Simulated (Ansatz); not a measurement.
Input:

TaSeS:
```
TaSeS
1.0
    3.43044     0.00000     0.00000
   -1.71522     2.97085     0.00000
    0.00000     0.00000     6.18919
Ta Se S
1 1 1
Direct
  0.00000   0.00000   0.01055
  0.66667   0.33333   0.74054
  0.33333   0.66667   0.24891
```

This is the r²SCAN+D4-relaxed structure.

Question: All from DFT-r²SCAN+D4 in the program Ansatz with PAW potentials, unless another level is named. Give the electronic character.

Answer: metallic (no gap).

Question: And the density of states at the Fermi level?

Answer: 0.56 states/eV per atom (mean over ±0.08 eV).

Question: And the formation energy from the elements (no fitted shifts)?

Answer: -101 kJ/mol-atom.

Question: What about the gap with spin–orbit coupling?

Answer: none (metallic).

Space group P3m1. The workflow started from a Materials Project entry (that database holds measured and hypothetical structures alike); the Crystallography Open Database copy checked does not list it. With Se and S taken as one species the cell has the higher symmetry P-3m1, so it may be an ordered model of a mixed-site phase. Whether it is the stable phase at ambient conditions was not checked. Symmetry was held in the r²SCAN+D4 relaxation; whether a distortion lowers the energy is not shown. The run is not spin-polarised. With an odd number of electrons in the cell and no spin polarisation, the count alone makes it a metal. The references are the lowest solids computed at this level, not always the standard phases. Scalar-relativistic: spin–orbit coupling is off unless named, which matters more the heavier the elements.

Potentials: the later of the program's two PAW sets.
